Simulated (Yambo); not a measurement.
RbHgF3 (cubic perovskite, space group Pm-3m, No. 221): a test of whether the lowest BSE state is resolved, against the k mesh (Yambo, LDA bands; otherwise 14 valence and 1 conduction bands, static screening with 60 bands and a 3 Ry block, scissor 2.53 eV, Tamm-Dancoff).

```json
[
 {"k mesh": "4×4×4", "direct gap (eV)": "5.31", "lowest state (eV)": "4.62", "difference (eV)": "0.69", "k points taking part": "1.2", "rough cost": "about 1/20"},
 {"k mesh": "6×6×6", "direct gap (eV)": "5.31", "lowest state (eV)": "4.78", "difference (eV)": "0.53", "k points taking part": "2.1", "rough cost": "about 1/4"},
 {"k mesh": "8×8×8", "direct gap (eV)": "5.31", "lowest state (eV)": "4.82", "difference (eV)": "0.49", "k points taking part": "6.5", "rough cost": "1"}
]
```

The last step moves the difference by 0.04 eV. Even the densest mesh doesn't resolve the state: none of these energies is a result, and the difference is no binding energy.

These are vertical excitations (zero momentum); the indirect quasiparticle gap, about 2.46 eV, is smaller than the direct one (5.31 eV on the GW mesh). The scissor comes from a G0W0 run whose convergence isn't established; costs are rough.

Spin-orbit coupling is left out, which matters for elements this heavy: edges can move by tenths of an eV. The cell is held in this high symmetry; tilts and polar distortions were not searched.

Geometry of the Materials Project entry, not relaxed at this level; primitive cell a = b = c = 4.5492 Å, α = β = γ = 90.00°.
